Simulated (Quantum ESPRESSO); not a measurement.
Band energies of PbI₂ monolayer

```
CELL_PARAMETERS angstrom
      4.54072     0.00000     0.00000
     -2.27036     3.93238     0.00000
      0.00000     0.00000    16.70000
ATOMIC_POSITIONS crystal
  I  0.33333 0.66667 0.11094
  I  0.66667 0.33333 0.88906
  Pb 0.00000 0.00000 0.00000
```

PBEsol (Quantum ESPRESSO, PseudoDojo norm-conserving, 70 Ry, with spin-orbit coupling); path ΓMKΓ; energies in eV from the valence-band maximum.

| k (1/Å) | point | band 28 | band 29 | band 30 | band 31 | band 32 | band 33 | band 34 | band 35 |
|---|---|---|---|---|---|---|---|---|---|
| 0.00 | Γ | -0.27 | 1.72 | 1.72 | 3.18 | 3.18 | 3.91 | 3.91 | 6.10 |
| 0.11 |  | -0.14 | 1.88 | 1.88 | 3.26 | 3.26 | 3.89 | 3.89 | 6.27 |
| 0.23 |  | -0.01 | 2.16 | 2.16 | 3.48 | 3.48 | 3.93 | 3.93 | 6.50 |
| 0.34 |  | -0.04 | 2.41 | 2.41 | 3.71 | 3.71 | 4.13 | 4.13 | 6.21 |
| 0.46 |  | -0.19 | 2.59 | 2.59 | 3.87 | 3.87 | 4.35 | 4.35 | 5.93 |
| 0.57 |  | -0.36 | 2.69 | 2.69 | 3.95 | 3.95 | 4.43 | 4.43 | 5.70 |
| 0.68 |  | -0.46 | 2.74 | 2.74 | 3.99 | 3.99 | 4.44 | 4.44 | 5.55 |
| 0.80 | M | -0.49 | 2.75 | 2.75 | 4.00 | 4.00 | 4.43 | 4.43 | 5.49 |
| 0.91 |  | -0.43 | 2.86 | 2.86 | 4.01 | 4.01 | 4.42 | 4.42 | 5.62 |
| 1.03 |  | -0.28 | 3.06 | 3.06 | 4.08 | 4.08 | 4.46 | 4.46 | 5.99 |
| 1.14 |  | -0.20 | 3.19 | 3.19 | 4.14 | 4.14 | 4.59 | 4.59 | 6.59 |
| 1.26 | K | -0.18 | 3.23 | 3.23 | 4.15 | 4.15 | 4.66 | 4.66 | 7.10 |
| 1.35 |  | -0.18 | 3.20 | 3.20 | 4.15 | 4.15 | 4.62 | 4.62 | 6.95 |
| 1.44 |  | -0.17 | 3.13 | 3.13 | 4.13 | 4.13 | 4.53 | 4.53 | 6.78 |
| 1.54 |  | -0.14 | 3.03 | 3.03 | 4.09 | 4.09 | 4.42 | 4.42 | 6.51 |
| 1.63 |  | -0.11 | 2.90 | 2.90 | 4.02 | 4.02 | 4.33 | 4.33 | 6.32 |
| 1.72 |  | -0.06 | 2.74 | 2.74 | 3.89 | 3.89 | 4.24 | 4.24 | 6.25 |
| 1.81 |  | -0.02 | 2.54 | 2.54 | 3.74 | 3.74 | 4.12 | 4.12 | 6.31 |
| 1.91 |  | 0.00 | 2.31 | 2.31 | 3.56 | 3.56 | 3.98 | 3.98 | 6.45 |
| 2.00 |  | -0.05 | 2.06 | 2.06 | 3.38 | 3.38 | 3.89 | 3.89 | 6.50 |
| 2.09 |  | -0.17 | 1.83 | 1.83 | 3.23 | 3.23 | 3.89 | 3.89 | 6.22 |
| 2.18 | Γ | -0.27 | 1.72 | 1.72 | 3.18 | 3.18 | 3.91 | 3.91 | 6.10 |

The PBEsol gap is indirect, 1.72 eV, from 70 % of the way from K to Γ to Γ; the smallest direct gap is 2.00 eV. Another valence extremum on the path lies within 0.02 eV, too close to call. The valence-band maximum lies 6.15 eV below the vacuum level.

Geometry relaxed with PBEsol.
